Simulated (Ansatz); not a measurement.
CsLiZnS2:
```cif
data_CsLiS2Zn
_chemical_formula_sum 'Cs1 Li1 Zn1 S2'
_space_group_name_H-M_alt 'P 1'
_space_group_IT_number 1
_cell_length_a 7.63092
_cell_length_b 7.63092
_cell_length_c 7.63092
_cell_angle_alpha 149.269
_cell_angle_beta 149.269
_cell_angle_gamma 44.015
loop_
_space_group_symop_operation_xyz
  'x, y, z'
loop_
_atom_site_label
_atom_site_type_symbol
_atom_site_fract_x
_atom_site_fract_y
_atom_site_fract_z
_atom_site_occupancy
Cs1 Cs 0.00000 0.00000 0.00000 1
Li1 Li 0.25000 0.75000 0.50000 1
Zn1 Zn 0.75000 0.25000 0.50000 1
S1 S 0.65858 0.65858 0.00000 1
S2 S 0.34142 0.34142 0.00000 1
```

Relaxed with r²SCAN.

**Question.** Tabulate the valence density and the electron localisation function along the shortest Li–Zn contact (2.86 Å), r²SCAN in the plane-wave PAW code Ansatz.

**Answer.** 

```csv
distance from Li (Å),density (e/Å³),ELF
0.29,4.91,0.98
0.43,1.96,0.81
0.57,0.46,0.19
0.71,0.11,0.02
0.86,0.08,0.02
1.00,0.08,0.05
1.14,0.09,0.09
1.29,0.10,0.13
1.43,0.12,0.16
1.57,0.15,0.16
1.72,0.20,0.15
1.86,0.29,0.15
2.00,0.52,0.16
2.14,1.01,0.13
2.29,2.43,0.05
2.43,7.15,0.01
2.57,19.11,0.00
```

The density is the valence pseudo-density with augmentation charge, so density and ELF within about 1 Å of a nucleus are not all-electron values.

Space group I-4m2. The first step of the workflow began from a Materials Project structure, measured or hypothetical; the Crystallography Open Database copy checked does not list it. With Li and Zn taken as one species the cell has the higher symmetry I4/mmm, so it may be an ordered model of a mixed-site phase. Whether it is the stable phase at ambient conditions was not checked. Symmetry was held in the r²SCAN relaxation; whether a distortion lowers the energy is not shown. Spin–orbit coupling is left out wherever it is not named.

Potentials: the later of the program's two PAW sets.
